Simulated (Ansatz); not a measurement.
Input and output of a band-structure calculation on an ordered 6-atom cell of SiGe2 on the diamond lattice (P-3m1) (the plane-wave code Ansatz, PBE). The geometry is the r2SCAN minimum.

```yaml
crystal:
  lattice:
    - [3.955968109, 0.0, 0.0]
    - [-1.9779840545, 3.425968879, 0.0]
    - [0.0, 0.0, 9.6567647791]
  atoms:
    - { symbol: Si, position: [0.0, 0.0, 0.8784375496] }
    - { symbol: Ge, position: [0.6666666667, 0.3333333333, 0.5432106259] }
    - { symbol: Ge, position: [0.3333333333, 0.6666666667, 0.2026077087] }
    - { symbol: Ge, position: [0.6666666667, 0.3333333333, 0.7973922913] }
    - { symbol: Ge, position: [0.3333333333, 0.6666666667, 0.4567893741] }
    - { symbol: Si, position: [0.0, 0.0, 0.1215624504] }
kpoints:
  mp_grid: { grid: [12, 12, 4] }
  band_path:
    path:
      - [[0.0, 0.0, 0.0], [0.5, -4.725982713345e-17, -4.339054104885e-18], [0.3333333333333, 0.3333333333333, -2.89270273659e-18], [0.0, 0.0, 0.0], [2.600536506324e-35, -1.634733191036e-35, 0.5], [0.5, -4.707804812129e-17, 0.5], [0.3333333333333, 0.3333333333333, 0.5], [2.600536506324e-35, -1.634733191036e-35, 0.5]]
      - [[0.5, -4.707804812129e-17, 0.5], [0.5, -4.725982713345e-17, -4.339054104885e-18]]
      - [[0.3333333333333, 0.3333333333333, 0.5], [0.3333333333333, 0.3333333333333, -2.89270273659e-18]]
    npoints: 10
hamiltonian:
  xc: pbe
scf:
  occupations: { method: fermi_dirac, width: 0.02 }
  n_extra_bands: 5
output:
  forces: true
  stress: true
  eigenvalues: true
```

Some lines of the output have been replaced by numbered gaps.
```
scf.n_extra_bands = 5 over 32 filled bands (N_el = 64.0): the run solves 37 bands
Pseudopotential: Si, paw, valence charge 4, recommended cutoff 420 eV (normal)
Pseudopotential: Ge, paw, valence charge 14, recommended cutoff 420 eV (normal)
Functional definition: PBE
Crystal: 6 atoms, lattice volume = 130.878 Å³
Basis set: ecut = 420 eV, 2577 PW (Γ)
Symmetry: 12 space group operations
Space group: P-3m1 (ITA 164)
[1]
Free energy (F): -18451.418503 eV
Fermi energy:    8.109008 eV
--- Per-component energies (eV) ---
  E_band       = -608.648947
  E_kinetic    = 526.698231
  E_local      = -11264.274113
  E_nonlocal   = 1727.031701
  E_hartree    = 5006.296257
  E_xc         = -412.781747
  E_vxc        = -352.142366
  E_paw        = -9105.951919
  E_vpaw       = -1258.576659
  E_ewald      = -4928.438162
--- Forces (eV/Å), atoms counted from 1 ---
[2]
--- Stress (GPa, compression-positive) ---
[3]
```

Problem. Give the withheld lines. They hold the forces, the stress, the count of irreducible k points.

Solution.
```
[1]
k-points: 69 of 576
[2]
  atom   1  Si      0.00000      0.00000      0.06405
  atom   2  Ge      0.00000      0.00000      0.02556
  atom   3  Ge      0.00000      0.00000    -0.05273
  atom   4  Ge      0.00000      0.00000      0.05273
  atom   5  Ge      0.00000      0.00000    -0.02556
  atom   6  Si      0.00000      0.00000    -0.06405
[3]
        2.449502       0.000000       0.000000
        0.000000       2.449502       0.000000
        0.000000       0.000000       2.763313
  P = ⅓ Tr σ = 2.5541 GPa (25.541 kbar)
```

Run as `ansatz run input.yaml --threads 4 --pin off --max-ram 6451MiB --backend cpu --events-out ev --progress --plain --runs-dir out`. Wall time 7.3 s on 4 threads of Arm Neoverse V2 (shared host); peak host memory 0.49 GiB.

Values at 0 K without nuclear motion; spin polarisation is off, and the phase may be a hypothetical one.

Spin-orbit coupling is left out.
